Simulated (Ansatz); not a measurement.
**SnO$_{2}$, one cell by several methods**

```yaml
crystal:
  lattice:
    - [4.70555, 0.00000, 0.00000]
    - [0.00000, 4.70555, 0.00000]
    - [0.00000, 0.00000, 3.16501]
  atoms:
    - { symbol: Sn, position: [0.00000, 0.00000, 0.00000] }
    - { symbol: Sn, position: [0.50000, 0.50000, 0.50000] }
    - { symbol: O, position: [0.30562, 0.30562, 0.00000] }
    - { symbol: O, position: [0.19438, 0.80562, 0.50000] }
    - { symbol: O, position: [0.69438, 0.69438, 0.00000] }
    - { symbol: O, position: [0.80562, 0.19438, 0.50000] }
```

Atom numbers follow the list: Sn1, Sn2, O3, O4, O5, O6.

Structure: COD 2101853, as refined from experiment and not relaxed. The listed cell was then made from it by scaling, straining or moving an atom.

Spin–orbit coupling is left out, though it moves levels of the heavy atoms by tenths of an eV or more.

Methods: DFT, LDA, PAW with Ansatz's default frozen-core files, scalar-relativistic (Ansatz 0.2.0); DFT, LDA, all-electron PAW with datasets made for the crystal, scalar-relativistic (Ansatz 0.2.0); DFT, LDA, all-electron LAPW, scalar-relativistic (Ansatz 0.2.0).

For PAW: a Γ-centred 4×4×6 k mesh, Fermi–Dirac smearing of 0.03 eV, cutoff 420 eV, no spin polarisation; the PAW files were made with PBE, and the program remakes their frozen cores for this functional. The crystal-made all-electron datasets (AE datasets) take a cutoff of 460 eV at this cell. LAPW targets a basis error of 1 meV/atom. The Ansatz runs share mesh, smearing and spin set-up. Plane-wave (PAW) pressures include the program's estimate of the Pulay term.

Stress and pressure are positive in compression.

The change that made this cell: volume scaled by 0.98.

No spin–orbit coupling: at heavy atoms the gradients can be off by tens of per cent for that reason.

| quantity | PAW | AE datasets | LAPW |
| --- | --- | --- | --- |
| pressure (GPa) | 3.47 | 3.58 | 3.58 |
| stress xx (GPa) | 2.86 | 2.96 | 2.96 |
| stress zz (GPa) | 4.69 | 4.81 | 4.81 |
| band gap (eV) | 1.345 | 1.350 | 1.350 |
| field gradient Vzz at Sn1 (10²¹ V/m²) | 5.77 | 5.88 | – |
| field gradient Vzz at O3 (10²¹ V/m²) | -10.28 | -10.12 | – |

PAW's pressure differs from the LAPW value by -0.11 GPa.
